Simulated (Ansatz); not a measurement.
# Co: Contact hyperfine fields

Cell: an entry of the Crystallography Open Database (COD), atoms as given.

```cif
data_structure
_symmetry_space_group_name_H-M 'P 1'
_symmetry_Int_Tables_number 1
_cell_length_a 2.5054
_cell_length_b 2.5054
_cell_length_c 4.0893
_cell_angle_alpha 90.000
_cell_angle_beta 90.000
_cell_angle_gamma 120.000
_cell_volume 22.23
loop_
_atom_site_label
_atom_site_type_symbol
_atom_site_fract_x
_atom_site_fract_y
_atom_site_fract_z
_atom_site_occupancy
Co1 Co 0.33333 0.66667 0.25000 1
Co2 Co 0.66667 0.33333 0.75000 1
```

Sites (sets of like atoms) are named by element and the number of their first atom in this list.

All values are calculated (Ansatz; DFT, PBE, plane waves and PAW, scalar-relativistic, collinear spin, 420 eV cutoff, Γ-centred 20×20×11 k-points, Fermi–Dirac smearing 0.02 eV), not measured. Start moments as typed (μB): 2 on each Co.

B_c = (2μ₀/3)μB(ρ↑ − ρ↓), with the spin density averaged over the Thomson radius around the nucleus, 7.77 T per e/Å³, positive along the up direction of the run. The valence column is what the valence and semicore waves of the PAW files give as listed; the rest comes from solving these waves and the inner shells again in each spin's potential.

Task: What moments and contact fields does each site carry?

Result: The cell's net moment is 3.24 μB; the site moments, counted in spheres around the atoms, add up to 3.40 μB, and the difference lies between the spheres. One atom of each set is listed.

```
site  atom  m (μB)  B_c (T)  valence column (T)  rest (T)
  Co     1    1.70    -26.5                 8.1     -34.6
```

On Co the field amounts to -15.6 T per μB of the site's moment: core polarisation sets it against the moment.

At this cell the PBE pressure is -5 GPa, with principal stresses up to 6 GPa in size, so it isn't the equilibrium cell of PBE. The run finds no gap above 0.1 eV, so moments and fields hang on the k-mesh and the smearing. Semilocal functionals underestimate the core's part of the field; in a metal the conduction electrons' part and a positive orbital field can offset that, so a measured field can be larger or smaller. Orbital and dipolar fields are left out.
